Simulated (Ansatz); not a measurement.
Ni:
```xyz
1
Lattice="0.0000 1.7121 1.7121 1.7121 0.0000 1.7121 1.7121 1.7121 0.0000" Properties=species:S:1:pos:R:3 pbc="T T T"
Ni     0.0000     0.0000     0.0000
```
Starting moments (μB, in the order of the atoms Ni): 0.6.

Relaxed with LDA (plane waves, PAW; program Ansatz). Indices refer to the conventional cell of Fm-3m, a = 3.4241 Å, b = 3.4241 Å, c = 3.4241 Å, α = 90.00°, β = 90.00°, γ = 90.00°.

**Question.** Simulate the powder diffraction pattern (Cu Kα, λ = 1.54184 Å; lines above 1 %) up to 2θ = 90°.

**Answer.** Simulated powder pattern, Cu Kα, λ = 1.54184 Å (kinematic, ideal powder, no thermal factors, no anomalous dispersion; the 30 strongest lines at most, above 1 %, up to 2θ = 90°):

```
2θ (°)  d (Å)  I/Imax (%)    hkl
------  -----  ----------  -----
45.90   1.977         100  (111)
53.52   1.712          46  (200)
79.11   1.211          26  (220)
```

The LDA relaxation kept the symmetry of its start. Spin order of the final state: ferromagnetic, chosen from 3 collinear starts compared on coarse meshes (ties went to the first, and starts can fall back to one state), not a proven ground state. Textbook magnetic order: ferromagnetic.

Potentials: the later of the program's two PAW sets.
